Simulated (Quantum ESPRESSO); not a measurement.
## Band energies of ZnS

```xyz
2
Lattice="0.0000 2.6937 2.6937 2.6937 0.0000 2.6937 2.6937 2.6937 0.0000" Properties=species:S:1:pos:R:3 pbc="T T T"
S      4.0405     4.0405     4.0405
Zn     0.0000     0.0000     0.0000
```

PBE (Quantum ESPRESSO, PseudoDojo norm-conserving, 84 Ry, no spin-orbit coupling); path ΓXWKΓLUWLK,UX; energies in eV from the valence-band maximum.

```csv
k (1/Å),point,band 9,band 10,band 11,band 12,band 13,band 14,band 15,band 16
0.00,Γ,-5.86,-5.86,0.00,0.00,0.00,2.15,6.37,6.37
0.21,,-5.87,-5.86,-0.66,-0.23,-0.23,2.89,5.96,6.72
0.53,,-5.90,-5.83,-2.31,-1.10,-1.10,4.44,4.72,8.21
0.85,,-5.84,-5.80,-3.79,-1.92,-1.92,3.74,4.38,9.80
1.17,X,-5.79,-5.64,-4.59,-2.25,-2.25,3.39,4.07,11.03
1.52,,-5.83,-5.52,-4.61,-2.61,-2.58,4.60,5.16,9.29
1.75,W,-5.90,-5.45,-4.63,-2.79,-2.74,5.69,6.07,7.88
1.89,,-5.87,-5.47,-4.63,-2.97,-2.42,5.22,6.02,8.14
2.16,K,-5.83,-5.51,-4.66,-3.15,-1.83,4.12,5.98,9.38
2.26,,-5.84,-5.55,-4.65,-3.20,-1.62,4.36,6.50,8.95
2.57,,-5.88,-5.80,-3.98,-2.54,-0.92,4.86,6.67,7.29
2.88,,-5.88,-5.84,-2.58,-1.28,-0.33,4.17,6.20,7.04
3.19,,-5.87,-5.86,-0.76,-0.23,-0.05,2.81,6.20,6.49
3.40,Γ,-5.86,-5.86,0.00,0.00,0.00,2.15,6.37,6.37
3.50,,-5.86,-5.86,-0.24,-0.03,-0.03,2.35,6.34,6.42
3.80,,-5.86,-5.86,-2.16,-0.34,-0.34,3.41,6.54,6.89
4.11,,-5.85,-5.85,-4.11,-0.72,-0.72,3.44,7.01,7.01
4.41,L,-5.83,-5.66,-5.35,-0.88,-0.88,3.33,6.90,6.90
4.71,,-5.84,-5.61,-5.09,-1.91,-1.17,4.30,6.25,7.65
5.02,,-5.83,-5.53,-4.68,-3.11,-1.70,4.27,6.31,8.97
5.12,U,-5.83,-5.51,-4.66,-3.15,-1.83,4.12,5.98,9.38
5.33,,-5.85,-5.49,-4.64,-3.05,-2.21,4.81,6.01,8.49
5.54,W,-5.90,-5.45,-4.63,-2.79,-2.74,5.69,6.07,7.88
5.63,,-5.90,-5.47,-4.62,-2.94,-2.51,5.64,6.08,7.66
5.90,,-5.86,-5.57,-4.85,-2.55,-1.61,5.07,5.90,7.80
6.18,,-5.83,-5.63,-5.25,-1.32,-1.00,3.80,6.52,7.19
6.36,L,-5.83,-5.66,-5.35,-0.88,-0.88,3.33,6.90,6.90
6.45,,-5.83,-5.65,-5.32,-1.00,-0.91,3.45,6.79,6.97
6.72,,-5.84,-5.60,-5.02,-2.17,-1.26,4.44,6.23,7.90
6.99,,-5.83,-5.52,-4.68,-3.13,-1.72,4.25,6.27,9.03
7.07,K,-5.83,-5.51,-4.66,-3.15,-1.83,4.12,5.98,9.38
7.07,U,-5.83,-5.51,-4.66,-3.15,-1.83,4.12,5.98,9.38
7.18,,-5.81,-5.54,-4.63,-2.93,-2.00,3.91,5.26,9.82
7.49,X,-5.79,-5.64,-4.59,-2.25,-2.25,3.39,4.07,11.03
```

The PBE gap is direct, 2.15 eV at Γ.

Geometry of the Materials Project entry, not relaxed at this level.
